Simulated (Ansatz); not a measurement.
A crystal relaxed with r2SCAN+rVV10 in the plane-wave code Ansatz has space group P6_3/mmc (No. 194) and a = 4.018 Å, c = 16.926 Å.

```tsv
atom	site	x	y	z
Xx	4f	0.3333	0.6667	0.1677
Se	4f	0.3333	0.6667	0.5928
```

r2SCAN gives a direct gap of 0.88 eV at Γ. The HSE06 gap is direct at Γ: 1.19 eV. With PBE the gap is 0.45 eV and direct, at Γ. Meshes: r2SCAN 12×12×2, HSE06 6×6×2, PBE 12×12×2.

Q: Which element is Xx?
A. Al
B. Tl
C. In
D. B

A: C. Xx is In: InSe (started from an entry of an open crystallographic database). In has 3 Se at 2.64 Å and 1 In at 2.79 Å; Se has 3 In at 2.64 Å.

The values are computed, spin-unpolarised, and not measurements.

No spin-orbit coupling is included; it can move band edges with weight on the heavy atoms by tenths of an eV.

The meshes of the hybrids are coarse, so their gaps aren't converged to the digits shown.
